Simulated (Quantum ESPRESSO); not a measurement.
Ca₂MgZnO₄ (made-up cell), Ge₇N (made-up cell) (calculated)

Calculation on a made-up crystal cell, not a measurement: periodic Kohn-Sham density functional theory in plane waves with PseudoDojo standard norm-conserving scalar-relativistic pseudopotentials, each functional with its own files (v0.5 for PBE, v0.4.1 for LDA and PBEsol), no spin polarisation, no spin-orbit coupling, atoms not relaxed, stress positive in tension, energies less a fixed whole-eV offset for each atom's element; levels are Kohn-Sham levels at fractions of this cell's reciprocal vectors, counted from the reference band (half the neutral cell's valence electrons, rounded up) at Gamma; error bars cover cutoff and k-mesh only, not smearing or the files; added strain carries the atoms with the cell, and shear is the tensor component; each bar is the largest change over components, and at least 0.002 eV, 0.002 eV per angstrom or 0.02 GPa; energies are for the whole cell, and the offsets were chosen from early runs and are not element reference energies. Program: Quantum ESPRESSO 7.5.

Settings shared by all entries: functional pbe; cutoff 1143 eV; scf tolerance 1e-07 eV; electrons removed 0.

(1) 
```cif
# cell vector a (Å): 4.4140 -0.0036 0.0193
# cell vector b (Å): -0.0036 4.4364 0.0542
# cell vector c (Å): 0.0193 0.0542 4.5124
data_Ca2MgZnO4
_symmetry_space_group_name_H-M 'P 1'
_symmetry_Int_Tables_number 1
_cell_length_a 4.4140
_cell_length_b 4.4367
_cell_length_c 4.5128
_cell_angle_alpha 88.612
_cell_angle_beta 89.505
_cell_angle_gamma 90.090
_cell_volume 88.35
loop_
_atom_site_label
_atom_site_type_symbol
_atom_site_fract_x
_atom_site_fract_y
_atom_site_fract_z
_atom_site_occupancy
Ca1 Ca 0.97412 0.96264 0.03216 1
Ca2 Ca 0.00283 0.50022 0.51891 1
Zn1 Zn 0.50950 0.97744 0.46534 1
Mg1 Mg 0.52228 0.49425 0.01109 1
O1 O 0.50295 0.98300 0.01162 1
O2 O 0.51165 0.50147 0.50214 1
O3 O 0.99850 0.96730 0.50279 1
O4 O 0.99697 0.49761 0.00926 1
_calc_lattice_type 'rocksalt'
_calc_fermi_dirac_smearing 0.025  # eV
_calc_added_strain_kind 'shear xy'
_calc_added_strain 0.0202
_calc_k_mesh '4 x 4 x 4, shifted by half a step'
_calc_structure_shown 'before the added strain of 0.0202'
_calc_stress_yy ?
_calc_stress_zz ?
_calc_stress_yz ?
_calc_stress_xx ?
```

Atoms:
```csv
atoms element,atom site,atom energy offset (eV)
Ca,1,-1055
Ca,2,-1055
Zn,3,-5687
Mg,4,-1617
O,5,-452
O,6,-452
O,7,-452
O,8,-452
```

(2) 
```cif
# cell vector a (Å): 5.6763 0.0240 0.0738
# cell vector b (Å): 0.0240 5.6002 0.0162
# cell vector c (Å): 0.0738 0.0162 5.7037
data_Ge7N
_symmetry_space_group_name_H-M 'P 1'
_symmetry_Int_Tables_number 1
_cell_length_a 5.6768
_cell_length_b 5.6003
_cell_length_c 5.7042
_cell_angle_alpha 89.668
_cell_angle_beta 88.513
_cell_angle_gamma 89.510
_cell_volume 181.28
loop_
_atom_site_label
_atom_site_type_symbol
_atom_site_fract_x
_atom_site_fract_y
_atom_site_fract_z
_atom_site_occupancy
Ge1 Ge 0.00342 0.00163 0.03055 1
Ge2 Ge 0.02450 0.47582 0.45779 1
Ge3 Ge 0.50111 0.98097 0.52044 1
Ge4 Ge 0.48491 0.52788 0.98793 1
N1 N 0.24478 0.25391 0.29050 1
Ge5 Ge 0.26008 0.76708 0.73045 1
Ge6 Ge 0.73446 0.26720 0.74227 1
Ge7 Ge 0.75704 0.74131 0.22964 1
_calc_lattice_type 'zincblende/diamond'
_calc_fermi_dirac_smearing 0.1  # eV
_calc_added_strain_kind 'uniform'
_calc_added_strain -0.0221
_calc_k_mesh '6 x 6 x 6, shifted by half a step'
_calc_structure_shown 'before the added strain of -0.0221'
_calc_stress_zz ?
_calc_stress_yz ?
_calc_stress_yy ?
```

Atoms:
```csv
atoms element,atom site,atom energy offset (eV)
Ge,1,-2430
Ge,2,-2430
Ge,3,-2430
Ge,4,-2430
N,5,-283
Ge,6,-2430
Ge,7,-2430
Ge,8,-2430
```

(3) 
```cif
# cell vector a (Å): 5.6763 0.0240 0.0738
# cell vector b (Å): 0.0240 5.6002 0.0162
# cell vector c (Å): 0.0738 0.0162 5.7037
data_Ge7N
_symmetry_space_group_name_H-M 'P 1'
_symmetry_Int_Tables_number 1
_cell_length_a 5.6768
_cell_length_b 5.6003
_cell_length_c 5.7042
_cell_angle_alpha 89.668
_cell_angle_beta 88.513
_cell_angle_gamma 89.510
_cell_volume 181.28
loop_
_atom_site_label
_atom_site_type_symbol
_atom_site_fract_x
_atom_site_fract_y
_atom_site_fract_z
_atom_site_occupancy
Ge1 Ge 0.00342 0.00163 0.03055 1
Ge2 Ge 0.02450 0.47582 0.45779 1
Ge3 Ge 0.50111 0.98097 0.52044 1
Ge4 Ge 0.48491 0.52788 0.98793 1
N1 N 0.24478 0.25391 0.29050 1
Ge5 Ge 0.26008 0.76708 0.73045 1
Ge6 Ge 0.73446 0.26720 0.74227 1
Ge7 Ge 0.75704 0.74131 0.22964 1
_calc_lattice_type 'zincblende/diamond'
_calc_fermi_dirac_smearing 0.1  # eV
_calc_added_strain_kind 'uniform'
_calc_added_strain -0.019
_calc_k_mesh '6 x 6 x 6, shifted by half a step'
_calc_structure_shown 'before the added strain of -0.019'
_calc_pressure ?
_calc_stress_xx ?
```

Atoms:
```csv
atoms element,atom site,atom energy offset (eV)
Ge,1,-2430
Ge,2,-2430
Ge,3,-2430
Ge,4,-2430
N,5,-283
Ge,6,-2430
Ge,7,-2430
Ge,8,-2430
```

**Q.** What stress yy does the calculation give for Ca₂MgZnO₄ (made-up cell) (entry 1)?
**A.** -20.62 GPa

**Q.** Ca₂MgZnO₄ (made-up cell) (entry 1): stress zz?
**A.** -15.45 GPa

**Q.** What stress yz does the calculation give for Ca₂MgZnO₄ (made-up cell) (entry 1)?
**A.** 1.987 GPa

**Q.** Estimate the stress xx of Ca₂MgZnO₄ (made-up cell) (entry 1).
**A.** -19.46 GPa

**Q.** Give the table of forces values for Ca₂MgZnO₄ (made-up cell) (entry 1).
**A.** 
Forces:
```csv
site,x (eV/Å),y (eV/Å),z (eV/Å)
1,2.218,2.352,-1.789
2,0.7936,-2.302,0.0538
3,-0.4329,0.2425,0.8518
4,-0.8205,-0.3255,-0.227
5,-1.362,0.2678,-0.08219
6,-0.4935,-0.3764,-0.0213
7,0.03228,1.841,0.9825
8,0.06514,-1.699,0.2315
```

**Q.** Give the missing stress zz for Ge₇N (made-up cell) (entry 2).
**A.** -2.567 GPa

**Q.** Estimate the stress yz of Ge₇N (made-up cell) (entry 2).
**A.** 4.822 GPa

**Q.** Estimate the stress yy of Ge₇N (made-up cell) (entry 2).
**A.** -4.969 GPa

**Q.** Give the missing pressure for Ge₇N (made-up cell) (entry 3).
**A.** 3.302 GPa

**Q.** Ge₇N (made-up cell) (entry 3): stress xx?
**A.** -3.791 GPa

Further results for Ca₂MgZnO₄ (made-up cell) (entry 1):

| Quantity | Value |
| --- | --- |
| free energy less offsets | 1.548 eV |
| smearing term minus ts | 0 eV |
| scf iterations | 12 |
| pressure | 18.51 GPa |
| stress xz | 1.143 GPa |
| stress xy | 3.463 GPa |
| error bar energy | 0.002 eV |
| error bar stress | 0.039 GPa |
| error bar force | 0.003012 eV/Å |
| error bars from | tighter rerun of this cell |

Further results for Ge₇N (made-up cell) (entry 2):

| Property | Result |
| --- | --- |
| free energy less offsets | 0.7344 eV |
| smearing term minus ts | -0.05749 eV |
| scf iterations | 11 |
| pressure | 4.026 GPa |
| stress xx | -4.541 GPa |
| stress xz | 4.391 GPa |
| stress xy | -4.267 GPa |
| fermi level | 0.09119 eV |
| reference band | 52 |
| error bar energy | 0.004572 eV |
| error bar stress | 0.02528 GPa |
| error bar force | 0.009413 eV/Å |
| error bar next band up | 0.002 eV |
| error bar fermi level | 0.004051 eV |
| error bars from | tighter rerun of a related cell |

Forces:
```csv
site,x (eV/Å),y (eV/Å),z (eV/Å)
1,1.461,2.694,-1.421
2,0.4624,-0.4921,0.676
3,2.335,3.229,-3.305
4,-0.2602,-1.634,1.093
5,0.07476,-0.5469,-0.9547
6,-4.297,-2.089,1.886
7,1.244,-0.5475,0.4689
8,-1.02,-0.613,1.556
```

Levels:
```csv
level k point,next band up (eV)
Gamma,0.8046
"(1/2,1/2,1/2)",0.8249
"(0.15,0,0)",1.048
"(0,0.15,0)",0.9412
"(0,0,0.15)",1.133
```

Further results for Ge₇N (made-up cell) (entry 3):

| Property | Result |
| --- | --- |
| free energy less offsets | 0.698 eV |
| smearing term minus ts | -0.05839 eV |
| scf iterations | 11 |
| stress yy | -4.228 GPa |
| stress zz | -1.886 GPa |
| stress yz | 4.736 GPa |
| stress xz | 4.225 GPa |
| stress xy | -4.184 GPa |
| fermi level | 0.08642 eV |
| reference band | 52 |
| error bar energy | 0.004572 eV |
| error bar stress | 0.02528 GPa |
| error bar force | 0.009413 eV/Å |
| error bar next band up | 0.002 eV |
| error bar fermi level | 0.004051 eV |
| error bars from | tighter rerun of a related cell |

Forces:
```csv
site,x (eV/Å),y (eV/Å),z (eV/Å)
1,1.42,2.629,-1.399
2,0.4745,-0.5119,0.6445
3,2.284,3.16,-3.223
4,-0.2372,-1.595,1.052
5,0.02984,-0.5039,-0.9141
6,-4.189,-2.044,1.855
7,1.212,-0.5391,0.4614
8,-0.9948,-0.5951,1.523
```

Levels:
```csv
level k point,next band up (eV)
Gamma,0.7888
"(1/2,1/2,1/2)",0.7836
"(0.15,0,0)",1.042
"(0,0.15,0)",0.94
"(0,0,0.15)",1.123
```
